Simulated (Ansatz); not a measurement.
# NaTl: pressure against volume, fitted

```
CELL_PARAMETERS angstrom
0.00000 3.73530 3.73530
3.73530 0.00000 3.73530
3.73530 3.73530 0.00000
ATOMIC_POSITIONS crystal
Na 0.50000 0.50000 0.50000
Na 0.75000 0.75000 0.75000
Tl 0.00000 0.00000 0.00000
Tl 0.25000 0.25000 0.25000
```

Atoms are numbered in the order listed.

The cell is a measured one (Crystallography Open Database entry 1541020); the temperature and pressure of the measurement aren't taken into account, and nothing was relaxed.

No spin–orbit coupling, which matters for the heavy atoms here.

All numbers below come from Ansatz 0.2.0, DFT, PBEsol, all-electron LAPW, scalar-relativistic.

Numerical set-up: a Γ-centred 10×10×10 k mesh, Fermi–Dirac smearing of 0.05 eV, basis error target 1 meV/atom, no spin polarisation.

The cell is scaled evenly. Fractional coordinates are held (clamped ions).

```json
{"V (Å³/atom)": "25.016", "P (GPa)": "1.14"}
{"V (Å³/atom)": "25.537", "P (GPa)": "0.59"}
{"V (Å³/atom)": "25.798", "P (GPa)": "0.33"}
{"V (Å³/atom)": "26.058", "P (GPa)": "0.10"}
{"V (Å³/atom)": "26.319", "P (GPa)": "-0.13"}
{"V (Å³/atom)": "26.579", "P (GPa)": "-0.34"}
{"V (Å³/atom)": "27.101", "P (GPa)": "-0.72"}
{"V (Å³/atom)": "27.622", "P (GPa)": "-1.07"}
```

**Question.** Fit a third-order Birch–Murnaghan curve to the pressures.

**Answer.** P = (3B0/2)(y^(7/2) − y^(5/2))[1 + (3/4)(B0′ − 4)(y − 1)] with y = (V0/V)^(2/3) fits within 0.01 GPa for V0 = 26.169 Å³/atom, B0 = 22.6 GPa and B0′ = 4.99.

**Question.** Predict the pressure at the withheld volume, 24.495 Å³/atom.

**Answer.** There y = 1.0451, so the fit gives 1.76 GPa; the run gave 1.77 GPa.
